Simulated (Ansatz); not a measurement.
**Formation energy of PbTe₂ (CdCl2-type structure)**

Level of theory: DFT, PBE, scalar-relativistic, no spin polarisation; plane waves to 420 eV with PAW datasets (Ansatz 0.2.0), 10×10×10 k-mesh, Gaussian smearing of 0.05 eV. The datasets are Ansatz's generated set soft_2.

The cell came from substitution into a structure type; no database entry of this phase was matched, which doesn't show that none exists.

Symmetry: R-3m, No. 166, trigonal system. Conventional cell: a = 4.347 Å, b = 4.347 Å, c = 18.713 Å, α = 90.00°, β = 90.00°, γ = 120.00°. Pb (site symmetry -3m) is surrounded by 6 Te at 3.19 Å. Around Te (site symmetry 3m) lie 3 Pb at 3.19 Å and 3 Te at 3.41 Å. (Neighbours are counted to 15 % beyond the shortest distance.)

The elements were computed in their standard states with the same datasets, cutoff and functional. Total energies depend on the potentials used, so only differences within one code and one set of settings carry meaning.

Energy of the relaxed cell (3 atoms, smearing extrapolated to zero): -25866.377 eV. Elements, in eV/atom: Pb -11906.418, Te -6979.958.

**Question.** What is the formation energy?

**Answer.** [-25866.377 − (1 × -11906.418 + 2 × -6979.958)] / 3 = -0.01 eV/atom, or -1 kJ per mole of atoms.

The value is for 0 K, without zero-point energy. A negative value shows stability against the elements alone, not against other compounds or structures.

No spin–orbit coupling, a notable omission for heavy elements. The structure is layered, and this functional has no dispersion term, so the layers' spacing is poorly fixed, often too long, and so is what hangs on it.
